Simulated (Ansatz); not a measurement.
input.yaml (Ansatz)

```yaml
crystal:
  lattice:
    - [14.0, 0.0, 0.0]
    - [0.0, 14.4, 0.0]
    - [0.0, 0.0, 14.8]
  atoms:
    - { symbol: Mg, position: [0.5, 0.5, 0.5], spin: 0.01 }
  symmetry: { detect: false, time_reversal: true }
hamiltonian:
  xc: pbe
  pseudopotentials:
    kind: paw
    azcp:
      Mg: "pseudopotentials/Mg.paw.azcp"
basis:
  ecutwfc: 420
  fft_grid_basis: typed
kpoints:
  mp_grid: { grid: [1, 1, 1], shift: [0, 0, 0] }
magnetization:
  spin_polarized: true
scf:
  occupations: { method: fermi_dirac, width: 0.01 }
```

and its output:

```
Engine: ansatz 0.2.0, aarch64-unknown-linux-gnu
Pseudopotentials: kind: paw
Pseudopotential: Mg, paw, valence charge 10, recommended cutoff 420 eV (normal) 
Functional definition: PBE
  parameter kappa = 0.804
  parameter beta = 0.06672455060314922
  exchange = pbe_x(kappa = kappa, mu = beta*pi^2/3)
  correlation = pbe_c(beta = beta)
Crystal: 1 atoms, lattice volume = 2983.680 Å³
Basis set: ecut = 420 eV, 58327 PW (Γ)
Bands: 10, of which v1, the nominal top of the filled ones, is band 5 counted from 1 (4 counted from 0)
Symmetry: 1 space group operations
k-points: 1
Non-local potential: Mg, projectors of the file, l = 0: 3, l = 1: 2, l = 2: 1
PAW form: soft (Blöchl's): semilocal exchange-correlation on the pseudo side does not see the compensation charge
PAW one-centre angular grid: Mg, 110 points (default); XC on 64 Gauss nodes
Initial density: superposition of atomic densities (neutral atoms: chi_scale 0, normalization atom)
Starting moments: Σ|m| = 0.01 μB on 1 of 1 site
Initial wavefunctions: pseudopotential atomic-orbital guess
Functional: x = pbe(κ = 0.804, μ = 0.2195149727645171), c = pbe(β = 0.06672455060314922)
iter 1 solved again at ethr=2.68e-7 eV; its pass at ethr=3.10e-3 eV (dr2=2.68e-5 eV) is discarded
SCF iter   1: F=—  HF=-1922.304079 eV  |F-HF|=—  |Δ(HF+E_count)|=         —  Δρ=9.49e-5 (↑9.49e-5 ↓7.77e-5)  dr2=1.32e-5  dr2_m=2.04e-4  M=0.000 μB ∫|m|=0.000 μB  β_m=0.30  ethr=2.68e-7  ⟨swp⟩=5.0  Hψ=274  notcnv=0
spin=Collinear: Resta preconditioning applied to the charge; magnetization (m = ρ↑ − ρ↓) channel mixes plain (no charge-response kernel on spin).
SCF iter   2: F=—  HF=-1922.304179 eV  |F-HF|=—  |Δ(HF+E_count)|=   1.01e-4  Δρ=6.57e-5 (↑6.57e-5 ↓5.63e-5)  dr2=4.74e-6  dr2_m=1.02e-4  M=0.000 μB ∫|m|=0.000 μB  β_m=0.30  ethr=1.32e-7  ⟨swp⟩=6.5  Hψ=45  notcnv=0
SCF iter   3: F=—  HF=-1922.304220 eV  |F-HF|=—  |Δ(HF+E_count)|=   4.12e-5  Δρ=4.36e-5 (↑4.28e-5 ↓4.36e-5)  dr2=5.88e-8  dr2_m=5.10e-5  M=0.000 μB ∫|m|=0.000 μB  β_m=0.30  ethr=1.00e-9  ⟨swp⟩=2.0  Hψ=79  notcnv=0
SCF iter   4: F=—  HF=-1922.304227 eV  |F-HF|=—  |Δ(HF+E_count)|=   6.05e-6  Δρ=3.06e-5 (↑3.06e-5 ↓3.05e-5)  dr2=1.97e-8  dr2_m=2.55e-5  M=0.000 μB ∫|m|=0.000 μB  β_m=0.30  ethr=5.88e-10  ⟨swp⟩=2.5  Hψ=41  notcnv=0
SCF iter   5: F=—  HF=-1922.304230 eV  |F-HF|=—  |Δ(HF+E_count)|=   3.12e-6  Δρ=2.17e-5 (↑2.17e-5 ↓2.15e-5)  dr2=3.04e-9  dr2_m=1.28e-5  M=0.000 μB ∫|m|=0.000 μB  β_m=0.30  ethr=1.97e-10  ⟨swp⟩=3.0  Hψ=42  notcnv=0
SCF iter   6: F=—  HF=-1922.304231 eV  |F-HF|=—  |Δ(HF+E_count)|=   1.18e-6  Δρ=1.53e-5 (↑1.53e-5 ↓1.53e-5)  dr2=2.13e-11  dr2_m=6.40e-6  M=0.000 μB ∫|m|=0.000 μB  β_m=0.30  ethr=3.04e-11  ⟨swp⟩=3.0  Hψ=44  notcnv=0
Mixer restart at iter 6: flushing history
spin-set hold released at iteration 6 (site moments contracting): the magnetisation degrees of freedom join the quasi-Newton model from the next iteration; the mixer history was flushed
SCF iter   7: F=—  HF=-1922.304231 eV  |F-HF|=—  |Δ(HF+E_count)|=   5.93e-7  Δρ=1.08e-5 (↑1.08e-5 ↓1.08e-5)  dr2=9.95e-12  dr2_m=3.21e-6  M=0.000 μB ∫|m|=0.000 μB  β_m=0.65  ethr=1.00e-12  ⟨swp⟩=3.0  Hψ=48  notcnv=0
SCF iter   8: F=—  HF=-1922.304232 eV  |F-HF|=—  |Δ(HF+E_count)|=   5.98e-7  Δρ=6.31e-8 (↑6.31e-8 ↓6.17e-8)  dr2=7.95e-13  dr2_m=1.07e-10  M=0.000 μB ∫|m|=0.000 μB  β_m=0.82  ethr=1.00e-12  ⟨swp⟩=3.0  Hψ=48  notcnv=0
SCF iter   9: F=-1922.304232 eV  HF=-1922.304232 eV  |F-HF|=8.41e-12  |Δ(HF+E_count)|=  2.21e-10  Δρ=1.28e-8 (↑1.28e-8 ↓1.27e-8)  dr2=7.19e-15  dr2_m=4.45e-12  M=0.000 μB ∫|m|=0.000 μB  ethr=1.00e-12  ⟨swp⟩=2.0  Hψ=38  notcnv=0
SCF 1 converged in 9 iterations: F = -1922.304232 eV  dr2 = 7.19e-15
iteration 9: the least curvature of the free energy that was read at this close is 0.443 (0.531 in the run's own bands): not negative
WARN: the starting moments were not kept: the SCF closed with an absolute magnetisation of 5.1e-7 μB, where they sum to 0.01 μB in size (1 site). That is at most 0.1 of that sum. Measured as dr2_m measures the in/out step, that magnetisation stands 8.6e-14 eV from none, at or under the dr2_threshold of 1.0e-7 eV: it is no larger than a step whose dr2_m would equal this threshold. The system may hold no moment; this SCF shows only that its start led to no more than that. To try another start: raise the starting moments (crystal.atoms[].spin, magnetization.per_species, magnetization.initial_magnetization, or on a non-collinear deck that types none of these the spinor_matrix: blocks that start its atoms; where the total moment is fixed, keep their sum and leave initial_magnetization as it is; typed ones take the place of any that the run laid by itself, positive ones on a crystal's lanthanoids without a Hubbard term where scf.initial_density.shell_occupations: [] is typed) or, if the notice of its spin-set hold's release reads "site moments contracting" or "site moments show no strong build", lengthen the hold (scf.mixing.spin_hold: { on: { confirm: 4 } }; for m-r²SCAN on two components see the key's manual first). Each may lead to a state that holds a moment. A second SCF, from the converged charge density, with the starting moments and any scf.initial_density.shell_occupations laid on it anew, would have followed, and was not run: the deck does not ask for one (magnetization.retry_lost_moments is false, the default). To let it run, set magnetization.retry_lost_moments: true and run the deck again, where that key's refused combinations let it; where memory then withholds it, that run's warning says so.
SCF converged after 9 iterations
Magnetization: 0.0000 μB (5.0000 up, 5.0000 down)
Absolute magnetization: 0.0000 μB (∫|ρ↑−ρ↓|, with the PAW one-centre terms)
Spin contamination: 0.0000 ħ² per cell (⟨S²⟩ above its minimum at these occupations)
Per-site moments (μB) at R_I (Å): [(-2.2745042834606728e-10, 5.775)]
Free energy (F): -1922.304232 eV
Harris-Foulkes:  -1922.304232 eV  (|F-HF|=8.41e-12)
Internal energy: -1922.304232 eV  (E = F + TS)
E sigma→0 (E₀):  -1922.304232 eV
Fermi energy:    -2.940114 eV
--- Per-component energies (eV) ---
  E_band       = -447.918058
  E_kinetic    = 72.074351
  E_local      = -2707.972957  (includes V_loc(G=0)·N_el)
  E_nonlocal   = 97.791808
  E_hartree    = 1077.138876
  E_xc         = -25.593245
  E_vxc        = -32.851446  (∫ρ·V_xc dr)
  E_paw        = -293.956483  (= ΣΔE_a)
  E_vpaw       = -31.237568  (= ΣTr[D̂ρ^β])
  E_aug_tail   = -0.000003  (compensation charges beyond the density's cutoff)
  E_ewald      = -141.786580
  E_smearing   = -0.000000  (= −TS)
  E_closure    = -0.000000  (closes the sum)
  Σ components = -1922.304232   (vs F -1922.304232, Δ=0.00e0)
--- Band table (eV) ---
  k-point 0 ↑: bands = ["-79.7581", "-46.5257", "-46.5257", "-46.5257", "-4.6239", "-1.2462", "-1.2454", "-1.2444", "-0.1453", "0.5128"]
  k-point 0 ↓: bands = ["-79.7581", "-46.5257", "-46.5257", "-46.5257", "-4.6239", "-1.2462", "-1.2454", "-1.2444", "-0.1453", "0.5128"]
```
